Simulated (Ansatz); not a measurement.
## Step by step: TiN, relaxation of cell and atoms

All numbers below come from Ansatz 0.2.0, DFT, PBE, PAW with Ansatz's default frozen-core files, scalar-relativistic.

Command: `ansatz run input.yaml --threads 1 --pin off --max-ram 2048MiB --backend cpu --events-out ev --progress --plain --runs-dir out` The run took 11 s on 1 thread of Arm Neoverse V2 (shared host), peak memory 0.33 GiB.

```yaml
crystal:
  lattice:
    - [0.0, 2.2322827293, 2.2322827293]
    - [2.2322827293, 0.0, 2.2322827293]
    - [2.2322827293, 2.2322827293, 0.0]
  atoms:
    - { symbol: Ti, position: [0.0, 0.0, 0.0] }
    - { symbol: "N", position: [0.5, 0.5, 0.5] }
kpoints:
  mp_grid: { grid: [16, 16, 16] }
scf:
  occupations: { method: fermi_dirac, width: 0.03 }
hamiltonian:
  xc: pbe
  pseudopotentials: { kind: paw }
output:
  forces: true
  stress: true
relax:
  f_tol: 0.005
  max_steps: 80
  cell: {}
```

Spin polarisation is left out, and whether a magnetic state lies lower isn't shown here.

The cell is built from the rocksalt type as a first guess.

The cutoff is 420 eV; energies and pressures of the walk include the program's estimate of the Pulay term.

Each frame lists the cell vectors (Å), then Cartesian positions (Å); symmetry keeps all forces zero. Free energies count from the first step, -2886.7767 eV.

The walk took 6 evaluations in all; steps that aren't listed are left out.

Step 1: E = 0.0 meV, P = -30.12 GPa

```
cell 0.0000 2.2323 2.2323 2.2323 0.0000 2.2323 2.2323 2.2323 0.0000
Ti    0.0000    0.0000    0.0000
N     2.2323    2.2323    2.2323
```

Problem. How does the relaxation end?

Solution. It converges, with a = 4.247 Å, b = 4.247 Å, c = 4.247 Å, α = 90.00°, β = 90.00°, γ = 90.00° (conventional cell, space group Fm-3m). The last solve (on a basis chosen afresh for the final cell, so its energy is not quite comparable) gives E = -332.3 meV, P = 0.00 GPa:
```
cell 0.0000 2.1234 2.1234 2.1234 0.0000 2.1234 2.1234 2.1234 0.0000
Ti    0.0000    0.0000    0.0000
N     2.1234    2.1234    2.1234
```
